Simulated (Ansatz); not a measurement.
BN (zinc blende, F-43m), a = b = c = 3.581 Å, α = β = γ = 90.00°; the cell used has 2 atoms.

Relaxed with LDA.

### Question
Which orbitals make up the states near the band edges in DFT-LDA in the program Ansatz with PAW potentials?

### Answer
Top 1 eV of the valence band: N 2p 84 %, B 2p 15 %. Bottom 1 eV of the conduction band: B 2p 54 %, N 2s 33 %, outside the projected shells 10 %. Projections are on Löwdin-orthogonalised atomic valence shells; empty p or d shells of many metals are not among them.

### Question
Tabulate the density of states.

### Answer
States/eV per cell of 2 atoms, in 0.25 eV bins, energy from the valence-band maximum.

| E (eV) | total | N 2p | B 2p | N 2s |
|---|---|---|---|---|
| -7.85 | 0.38 | 0.23 | 0.07 | 0.03 |
| -7.60 | 0.37 | 0.22 | 0.08 | 0.03 |
| -7.35 | 0.45 | 0.28 | 0.10 | 0.03 |
| -7.10 | 0.50 | 0.31 | 0.11 | 0.03 |
| -6.85 | 0.51 | 0.32 | 0.11 | 0.03 |
| -6.60 | 0.53 | 0.33 | 0.12 | 0.03 |
| -6.35 | 0.56 | 0.35 | 0.13 | 0.02 |
| -6.10 | 0.59 | 0.37 | 0.14 | 0.02 |
| -5.85 | 0.62 | 0.40 | 0.16 | 0.02 |
| -5.60 | 0.67 | 0.43 | 0.17 | 0.02 |
| -5.35 | 0.72 | 0.46 | 0.19 | 0.02 |
| -5.10 | 0.86 | 0.55 | 0.24 | 0.02 |
| -4.85 | 0.90 | 0.58 | 0.25 | 0.02 |
| -4.60 | 0.88 | 0.58 | 0.24 | 0.02 |
| -4.35 | 0.86 | 0.57 | 0.24 | 0.02 |
| -4.10 | 0.86 | 0.58 | 0.23 | 0.02 |
| -3.85 | 0.84 | 0.57 | 0.22 | 0.01 |
| -3.60 | 0.83 | 0.57 | 0.22 | 0.01 |
| -3.35 | 0.82 | 0.57 | 0.21 | 0.01 |
| -3.10 | 0.81 | 0.57 | 0.20 | 0.01 |
| -2.85 | 0.80 | 0.58 | 0.20 | 0.01 |
| -2.60 | 0.79 | 0.58 | 0.19 | 0.01 |
| -2.35 | 0.78 | 0.57 | 0.18 | 0.01 |
| -2.10 | 0.76 | 0.57 | 0.17 | 0.01 |
| -1.85 | 0.58 | 0.44 | 0.12 | 0.01 |
| -1.60 | 0.46 | 0.36 | 0.09 | 0.00 |
| -1.35 | 0.39 | 0.31 | 0.07 | 0.00 |
| -1.10 | 0.32 | 0.26 | 0.06 | 0.00 |
| -0.85 | 0.27 | 0.22 | 0.04 | 0.00 |
| -0.60 | 0.21 | 0.18 | 0.03 | 0.00 |
| -0.35 | 0.15 | 0.13 | 0.02 | 0.00 |
| -0.10 | 0.06 | 0.05 | 0.01 | 0.00 |
| 0.15 | 0.00 | 0.00 | 0.00 | 0.00 |
| 0.40 | 0.00 | 0.00 | 0.00 | 0.00 |
| 0.65 | 0.00 | 0.00 | 0.00 | 0.00 |
| 0.90 | 0.00 | 0.00 | 0.00 | 0.00 |
| 1.15 | 0.00 | 0.00 | 0.00 | 0.00 |
| 1.40 | 0.00 | 0.00 | 0.00 | 0.00 |
| 1.65 | 0.00 | 0.00 | 0.00 | 0.00 |
| 1.90 | 0.00 | 0.00 | 0.00 | 0.00 |
| 2.15 | 0.00 | 0.00 | 0.00 | 0.00 |
| 2.40 | 0.00 | 0.00 | 0.00 | 0.00 |
| 2.65 | 0.00 | 0.00 | 0.00 | 0.00 |
| 2.90 | 0.00 | 0.00 | 0.00 | 0.00 |
| 3.15 | 0.00 | 0.00 | 0.00 | 0.00 |
| 3.40 | 0.00 | 0.00 | 0.00 | 0.00 |
| 3.65 | 0.00 | 0.00 | 0.00 | 0.00 |
| 3.90 | 0.00 | 0.00 | 0.00 | 0.00 |
| 4.15 | 0.00 | 0.00 | 0.00 | 0.00 |
| 4.40 | 0.00 | 0.00 | 0.00 | 0.00 |
| 4.65 | 0.03 | 0.00 | 0.02 | 0.01 |
| 4.90 | 0.05 | 0.00 | 0.03 | 0.02 |
| 5.15 | 0.07 | 0.00 | 0.04 | 0.02 |
| 5.40 | 0.09 | 0.00 | 0.05 | 0.03 |
| 5.65 | 0.10 | 0.01 | 0.05 | 0.03 |
| 5.90 | 0.12 | 0.01 | 0.06 | 0.03 |
| 6.15 | 0.14 | 0.01 | 0.08 | 0.04 |
| 6.40 | 0.17 | 0.01 | 0.09 | 0.04 |
| 6.65 | 0.19 | 0.02 | 0.10 | 0.05 |
| 6.90 | 0.22 | 0.02 | 0.11 | 0.05 |
| 7.15 | 0.25 | 0.03 | 0.13 | 0.05 |
| 7.40 | 0.28 | 0.03 | 0.15 | 0.06 |
| 7.65 | 0.32 | 0.04 | 0.17 | 0.06 |
| 7.90 | 0.36 | 0.05 | 0.19 | 0.06 |
| 8.15 | 0.40 | 0.06 | 0.22 | 0.06 |
| 8.40 | 0.46 | 0.07 | 0.25 | 0.06 |
| 8.65 | 0.53 | 0.09 | 0.29 | 0.06 |
| 8.90 | 0.63 | 0.11 | 0.36 | 0.06 |
| 9.15 | 0.75 | 0.15 | 0.42 | 0.06 |

The cell was relaxed with LDA under the symmetry of its start; phonons on a q-mesh show no instability.

Potentials: the later of the program's two PAW sets.
